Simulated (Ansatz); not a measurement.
Phonon dispersion of CdHg$_{3}$Se$_{4}$

Method: DFT PBE, scalar-relativistic, plane waves, PAW in Ansatz. Plane waves to 420 eV; Γ-centred k mesh 8×6×6; Fermi-Dirac smearing of 0.15 eV. No spin polarisation. Phonons by linear response, acoustic sum rule imposed.

The cell, relaxed at this level:
```
Cd Hg Se
1.0
     4.41985    0.00000    0.00000
     0.00000    4.41573    6.24088
     0.00000   -4.41573    6.24088
Cd Hg Se
1 3 4
Direct
  0.50000 0.49944 0.49944
  0.00000 0.49957 0.00030
  0.00000 0.00030 0.49957
  0.50000 0.00032 0.00032
  0.00000 0.87522 0.87522
  0.00000 0.37653 0.37653
  0.50000 0.37579 0.87283
  0.50000 0.87283 0.37579
```

It was reached by relaxing an invented guess, and it needn't be the stable form of this composition. In a metal, frequencies and elastic constants depend on the k mesh and the smearing, soft modes and shear constants most. Some empty bands missed the eigensolver's threshold. Spin–orbit coupling is left out, which matters for heavy elements. The q mesh is coarse, so values between its points are rough. A semilocal functional can close a gap that the real compound has.

Force constants from linear response on a 2×1×1 q mesh.

**Question.** Is the structure dynamically stable on this mesh?

**Answer.** Yes, on this mesh: no mode is imaginary. Between the mesh points the interpolation dips to 28i cm⁻¹.

**Question.** Give the frequencies (cm⁻¹; i marks imaginary ones) at the irreducible q points, in fractions of the reciprocal vectors.

**Answer.**
| q | star | frequencies |
| --- | --- | --- |
| 0.000 0.000 0.000 | 1 | 0 0 0 19 20 22 26 27 31 84 91 99 118 121 121 133 138 145 147 155 158 162 165 166 |
| -0.500 0.000 0.000 | 1 | 22 23 25 26 31 39 40 45 80 81 93 100 135 145 147 147 150 151 160 161 162 163 163 174 |
